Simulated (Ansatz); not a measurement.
SnP₂O₇ in space group P-1 (No. 2; Pearson symbol aP20), r²SCAN in the plane-wave PAW code Ansatz, all energies at zero smearing, with the estimated change up to a 700 eV cutoff added, with one set of potentials and settings (totals compare only within such a set). Cell of 20 atoms (2 Sn, 4 P, 14 O): -23082.528 eV.

```json
[
 {"element": "Sn", "reference phase": "Fd-3m, 2 atoms in the cell", "E (eV/atom)": "-6038.6401"},
 {"element": "P", "reference phase": "Cmce, 4 atoms in the cell", "E (eV/atom)": "-759.1646"},
 {"element": "O", "reference phase": "C2/m, 4 atoms in the cell, spin-polarised", "E (eV/atom)": "-566.0281"}
]
```

Formation energy per atom, worked out: (-23082.528 − 2×(-6038.6401) − 4×(-759.1646) − 14×(-566.0281))/20 = -2.210 eV/atom (-213 kJ per mol of atoms), at 0 K, without zero-point energy or fitted corrections.

The first step of the workflow began from a Materials Project structure, measured or hypothetical; the Crystallography Open Database copy checked does not list it. COD files the formula under space group No. 205. Entries of such low symmetry are often ordered models of mixed-site phases. Its standing as an ambient phase is unchecked. Symmetry was held in the r²SCAN relaxation; whether a distortion lowers the energy is not shown. The references are the lowest solids computed at this level, not always the standard phases (solids in place of the gases). Spin–orbit coupling is left out wherever it is not named.

Potentials: the later of the program's two PAW sets.
